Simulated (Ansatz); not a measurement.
BiRh: computed property card

BiRh:
```
BiRh
1.0
    4.13043     0.00000     0.00000
   -2.06521     3.57706     0.00000
    0.00000     0.00000     5.69017
Bi Rh
2 2
Cartesian
  0.00000   2.38470   1.42254
  2.06521   1.19235   4.26763
  0.00000   0.00000   2.84509
  0.00000   0.00000   0.00000
```

Space group P6_3/mmc (No. 194), NiAs type; conventional cell a = 4.1304 Å, b = 4.1304 Å, c = 5.6902 Å, α = 90.00°, β = 90.00°, γ = 120.00°.

Method: the program Ansatz at the r²SCAN level (PAW). Structure relaxed to zero pressure with the same functional. Other levels are named where they apply.

**Cell and energy**

| Item | Result |
|---|---|
| Volume per atom | 21.02 Å³ |
| Density | 12.32 g/cm³ |
| Formation energy from the elements (no fitted shifts) | -0.19 eV/atom |

**Electronic structure**

| Item | Value |
|---|---|
| Electronic character | metallic (no gap) |
| Density of states at the Fermi level | 0.60 states/eV per atom (mean over ±0.08 eV) |
| Gap with spin–orbit coupling | none (metallic) |

**Mechanics**

| Item | Value |
|---|---|
| Bulk modulus (Birch–Murnaghan fit) | 126 GPa |
| Pressure derivative B′ | 5.2 |
| Elastic constants (relaxed ions, GPa) | C11 = 172, C12 = 109, C13 = 92.2, C33 = 211, C44 = 63.2 |
| Mechanical stability | stable (all eigenvalues of C positive) |
| Hill bulk and shear moduli | 127 and 46.6 GPa |
| Young's modulus | 125 GPa |
| Poisson's ratio | 0.34 |
| Debye temperature from the elastic constants | 235 K |

**Phonons**

| Property | Value |
|---|---|
| Highest zone-centre frequency | 5.89 THz |
| Zone-centre stability | no imaginary mode at Γ |

The workflow started from a Materials Project entry (that database holds measured and hypothetical structures alike); the Crystallography Open Database files this formula in space group No. 194, but the cells were not matched. Whether it is the stable phase at ambient conditions was not checked. The cell was relaxed with r²SCAN under the symmetry of its start. The run is not spin-polarised. As this level gives no gap, shear constants depend on the k-mesh and smearing (Fermi–Dirac, 0.1 eV here). As this level gives no gap, phonon frequencies hold no LO–TO term and depend on the k-mesh and smearing (Fermi–Dirac, 0.1 eV here). Axis ratios of metals converge slowly with the k-mesh, so a and c are less sure than the volume. The references are the lowest solids computed at this level, not always the standard phases. Scalar-relativistic: spin–orbit coupling is off unless named, which matters more the heavier the elements.

Potentials: the later of the program's two PAW sets.
